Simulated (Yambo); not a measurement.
Yambo run on KBr (rock salt, space group Fm-3m, No. 225). The wavefunctions are LDA (Quantum ESPRESSO, PseudoDojo norm-conserving, 72 Ry, scalar-relativistic) ones on a 4×4×4 mesh (8 occupied bands); a = b = c = 4.505 Å, α = β = γ = 60.00°.

Yambo input:

```
rim_cut
gw0
dyson
el_el_corr
HF_and_locXC
ppa
em1d
RandQpts= 1000000
RandGvec= 1 Ry
EXXRLvcs= 72 Ry
VXCRLvcs= 288 Ry
Chimod= "HARTREE"
% BndsRnXp
 1 | 125 |
%
NGsBlkXp= 8 Ry
% LongDrXp
 1.0 | 1.0 | 1.0 |
%
PPAPntXp= 27.2114 eV
% GbndRnge
 1 | 42 |
%
GTermKind= "none"
DysSolver= "n"
ExtendOut
% QPkrange
 1 | 1 | 8 | 9 |
%
```

k points by index: 1 = Γ.

Resulting energies as the program prints them:

```
#    K-point    Band    Eo [eV]    E [eV]    E-Eo [eV]    Vxc [eV]    Vnlxc [eV]    Sc|Eo [eV]    Sc|E [eV]    dSc/dw|Eo [eV]    Re(Z)    Im(Z)
#
    1    8    0.000000    -1.358354    -1.358354    -12.80608    -16.65057    2.199002    2.486134    -5.751510    0.825514    -0.001287
    1    9    4.323607    5.551727    1.228120    -7.716389    -3.516642    -2.785535    -2.971627    -4.122897    0.868421    -0.951929E-3
```
(The two width columns are left out.) Convergence of these settings isn't established.

Spin-orbit coupling is not included.

Geometry relaxed with LDA.
